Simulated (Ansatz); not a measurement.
Input:

TiO₂:
```cif
data_O8Ti4
_chemical_formula_sum 'Ti4 O8'
_space_group_name_H-M_alt 'I41/amd :1'
_space_group_IT_number 141
_space_group_name_Hall 'I 4bw 2bw -1bw'
_cell_length_a 3.73960
_cell_length_b 3.73960
_cell_length_c 9.46016
_cell_angle_alpha 90.000
_cell_angle_beta 90.000
_cell_angle_gamma 90.000
loop_
_atom_site_label
_atom_site_type_symbol
_atom_site_symmetry_multiplicity
_atom_site_Wyckoff_symbol
_atom_site_fract_x
_atom_site_fract_y
_atom_site_fract_z
_atom_site_occupancy
Ti1 Ti 4 a 0.00000 0.00000 0.00000 1
O1 O 8 e 0.00000 0.00000 0.20792 1
```
(The calculation used a cell of 6 atoms; values per cell refer to that cell.)

This is the LDA-relaxed structure.

All from DFT-LDA in the program Ansatz with PAW potentials, unless another level is named. Give the electron effective mass.

0.37, 0.37, 3.7 mₑ (principal values).

Give the valence-band maximum.

on the Γ–X line, 88 % of the way from Γ.

Predict the conduction-band minimum.

at Γ.

Space group I4_1/amd (anatase). The LDA relaxation kept the symmetry of its start. The run is not spin-polarised.

Potentials: the earlier of the program's two PAW sets. The files were generated under PBE; for other functionals the program regenerates the frozen cores, and for LDA and PBEsol the local potential too.

Edges and masses are those of Kohn–Sham bands, whose gap is no quasiparticle gap.
